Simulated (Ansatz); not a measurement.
# ¹⁹⁷Au nuclear quadrupole resonance in LiAu₄Se₄Cl₄O₁₂

Cell: a computed structure from the Materials Project (it need not be an observed phase), atoms as given.

```
CELL_PARAMETERS angstrom
4.63286 0.00000 0.00000
0.87834 10.14630 0.00000
0.76261 1.33133 10.98569
ATOMIC_POSITIONS crystal
Li 0.25848 0.07635 0.21893
Se 0.74205 0.86081 0.28650
Se 0.17969 0.71413 0.89513
Se 0.79532 0.31089 0.09428
Se 0.29488 0.12775 0.73469
Au 0.01806 0.58891 0.17172
Au 0.95776 0.00118 0.00372
Au 0.01163 0.42111 0.81113
Au 0.03388 0.99385 0.50753
Cl 0.35152 0.49036 0.66311
Cl 0.68364 0.52633 0.32688
Cl 0.31526 0.16644 0.42591
Cl 0.75707 0.81911 0.57549
O 0.61350 0.96134 0.16144
O 0.70507 0.35849 0.94641
O 0.04095 0.77225 0.22291
O 0.04212 0.17151 0.08677
O 0.08095 0.40472 0.11980
O 0.89296 0.82439 0.93449
O 0.31713 0.64547 0.03423
O 0.99179 0.24172 0.74966
O 0.96708 0.97868 0.33042
O 0.92786 0.60228 0.86883
O 0.33060 0.04755 0.87854
O 0.09353 0.00689 0.68363
```

Atom numbers follow the list; atoms alike are taken as one site, whose name carries the number of the first.

Computed with Ansatz: DFT, PBE, plane waves and PAW, scalar-relativistic, 420 eV cutoff, Γ-centred 7×4×3 k-points, Fermi–Dirac smearing 0.05 eV.

¹⁹⁷Au: I = 3/2, Q = 547.0 mb (year-2017 value). Static lattice, zero field.

(1) Predict the zero-field ¹⁹⁷Au lines of each site.

Results:

(1) For I = 3/2 there is one line, ν = (|C_Q|/2)(1 + η²/3)^½.

| site | atoms | V_zz (10²¹ V/m²) | C_Q (MHz) | η | line frequencies (MHz) |
| --- | --- | --- | --- | --- | --- |
| Au6 | 6 | 8.63 | 114 | 0.78 | 62.6 |
| Au7 | 7 | -6.84 | -90.5 | 0.77 | 49.5 |
| Au8 | 8 | -7.97 | -105 | 0.63 | 56.1 |
| Au9 | 9 | -12.30 | -163 | 0.67 | 87.2 |

The largest force is 0.3 eV/Å, so the atoms aren't at the calculated equilibrium and relaxing them would move these values. With no gap above 0.1 eV, as in a metal, the gradients converge slowly in k; expect changes of a tenth or more on a denser mesh. Spin–orbit coupling is left out, which shifts gradients on Au by a few per cent in wide-gap crystals, and can shift them far more where the calculated gap is small or absent, as here.
